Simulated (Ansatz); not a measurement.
Consider the following.

AgC6:
```yaml
crystal:
  lattice:
    - [4.23524, 0.00000, 0.00000]
    - [-2.11762, 3.66782, 0.00000]
    - [0.00000, 0.00000, 5.97147]
  atoms:
    - { symbol: C, position: [0.33348, 0.33348, 0.00000] }
    - { symbol: C, position: [0.66652, 0.00000, 0.00000] }
    - { symbol: C, position: [0.00000, 0.66652, 0.00000] }
    - { symbol: C, position: [0.33348, 0.00000, 0.00000] }
    - { symbol: C, position: [0.66652, 0.66652, 0.00000] }
    - { symbol: C, position: [0.00000, 0.33348, 0.00000] }
    - { symbol: Ag, position: [0.00000, 0.00000, 0.50000] }
```

This is the r²SCAN+D4-relaxed structure.

### Question
All from the program Ansatz at the r²SCAN+D4 level (PAW), unless another level is named. Give the electronic character.

### Answer
metallic (no gap).

### Question
Give the formation energy from the elements (no fitted shifts).

### Answer
0.33 eV/atom.

### Question
What about the density of states at the Fermi level?

### Answer
0.13 states/eV per atom (mean over ±0.08 eV).

### Question
Give the gap with spin–orbit coupling.

### Answer
none (metallic).

Space group P6/mmm. The cell is a constructed one: a structure type filled with these elements; neither database checked (COD, Materials Project) lists it. Its standing as an ambient phase is unchecked. The r²SCAN+D4 relaxation kept the symmetry of its start; whether a distortion lowers the energy is not shown. No spin polarisation was allowed. The references are the lowest solids computed at this level, not always the standard phases. Spin–orbit coupling is left out wherever it is not named.

Potentials: the later of the program's two PAW sets.
